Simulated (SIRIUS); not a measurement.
A self-consistent single point of TiO2 (P4_2/mnm, 6 atoms in the cell; from Materials Project mp-2657, changed as shown).

```yaml
crystal:
  lattice:
    - [4.59984, 0.00000, 0.00000]
    - [0.00000, 4.59984, 0.00000]
    - [0.00000, 0.00000, 2.98880]
  atoms:
    - { symbol: Ti, position: [0.50000, 0.50000, 0.00000] }
    - { symbol: Ti, position: [0.00000, 0.00000, 0.50000] }
    - { symbol: O, position: [0.69568, 0.69568, 0.50000] }
    - { symbol: O, position: [0.30432, 0.30432, 0.50000] }
    - { symbol: O, position: [0.80432, 0.19568, 0.00000] }
    - { symbol: O, position: [0.19568, 0.80432, 0.00000] }
```

All values come from this method and carry its errors: PBE, GBRV PBE ultrasoft pseudopotentials (plane waves; SIRIUS).

SIRIUS settings:

| key | value |
|---|---|
| parameters.ngridk | 4 4 6 |
| parameters.xc_functionals | [XC_GGA_X_PBE, XC_GGA_C_PBE] |
| parameters.gk_cutoff | 6.325 1/bohr |
| parameters.pw_cutoff | 14.143 1/bohr |
| parameters.smearing | gaussian |
| parameters.smearing_width | 0.00183747 Ha |
| potentials | GBRV PBE ultrasoft pseudopotentials |
| parameters.electronic_structure_method | pseudopotential |
| parameters.num_bands | 29 |
| parameters.num_mag_dims | 0 |
| parameters.num_dft_iter | 100 |
| parameters.energy_tol | 1e-07 Ha |
| parameters.density_tol | 1e-06 |
| mixer.type | anderson |
| mixer.beta | 0.5 |
| mixer.use_hartree | false |

Results:

| Item | Value |
|---|---|
| Number of valence electrons | 48 |
| Number of bands | 29 |
| Number of k-points after the program's reduction | 24 |
| Number of plane waves (most at a k-point) | 1859 |
| Number of SCF iterations | 33 |
| FFT grid | 45 × 45 × 30 |
| Free energy E − TS | -5013.0206 eV |
| Gap on the k-point mesh | 1.82 eV |
| Pressure | 1.89 GPa |
| Largest force (vector length) | 0.043 eV/Å |

Forces (eV/Å):
```
atom      Fx      Fy     Fz
----  ------  ------  -----
Ti1    0.000   0.000  0.000
Ti2    0.000   0.000  0.000
O3    -0.030  -0.030  0.000
O4     0.030   0.030  0.000
O5     0.030  -0.030  0.000
O6    -0.030   0.030  0.000
```

Stress (GPa, positive for compression):
```
 3.19   0.00   0.00
 0.00   3.19   0.00
 0.00   0.00  -0.70
```

The gap is read on the k-point mesh of the run and can differ from the gap over the whole zone at this level.

For comparison: a first run was changed to give this one (lattice vector c scaled by 1.01), and from it to this one the free energy falls by 1.2 meV/atom, the pressure goes from 4.68 to 1.89 GPa, the largest force goes from 0.005 to 0.043 eV/Å and the gap on the mesh goes from 1.863 to 1.824 eV.

The structure comes from a collection of computed structures, made at another level of theory; the collection holds predicted forms beside known ones.

Cost on one core: about 40 core-seconds (a rough figure).
